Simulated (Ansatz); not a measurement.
NbSi2 (CrSi2 type, space group P6_222)

```cif
data_Nb3Si6
_chemical_formula_sum 'Nb3 Si6'
_space_group_name_H-M_alt 'P 1'
_space_group_IT_number 1
_cell_length_a 4.76755
_cell_length_b 4.76755
_cell_length_c 6.57584
_cell_angle_alpha 90.000
_cell_angle_beta 90.000
_cell_angle_gamma 120.000
loop_
_space_group_symop_operation_xyz
  'x, y, z'
loop_
_atom_site_label
_atom_site_type_symbol
_atom_site_fract_x
_atom_site_fract_y
_atom_site_fract_z
_atom_site_occupancy
Nb1 Nb 0.50000 0.00000 0.00000 1
Nb2 Nb 0.50000 0.50000 0.33333 1
Nb3 Nb 0.00000 0.50000 0.66667 1
Si1 Si 0.15966 0.31932 0.00000 1
Si2 Si 0.84034 0.15966 0.33333 1
Si3 Si 0.68068 0.84034 0.66667 1
Si4 Si 0.84034 0.68068 0.00000 1
Si5 Si 0.15966 0.84034 0.33333 1
Si6 Si 0.31932 0.15966 0.66667 1
```

The volume is varied about the relaxed value V₀ at fixed cell shape. The atoms relax within the cell's symmetry.

Calculation: PBEsol (plane waves to 420 eV, PAW, scalar-relativistic; Ansatz, a quantum-chemistry and plane-wave program). k mesh 11×11×7 (Γ-centred), Fermi-Dirac smearing 0.05 eV. Energies are smeared free energies. Compression counts positive. With the shape held, the modulus is that of even scaling; a crystal free to change shape is softer. NbSi2 is run without spin polarisation. NbSi2 was relaxed with its symmetry unable to fall. The PAW data are Ansatz's earlier set. The zero of ΔE is the relaxed starting cell.

The scan covers V/V₀ from 0.900 to 1.100 in 11 points.

Problem. What is ΔE at V/V₀ = 1.100?

Solution. 71 meV/atom.

Problem. What pressure does the cell carry at V/V₀ = 0.900?

Solution. 24.8 GPa.

Problem. What is ΔE at V/V₀ = 0.900?

Solution. 102 meV/atom.

(Under strain, the slope of the energy per volume gives the stress and its curvature an elastic modulus.)
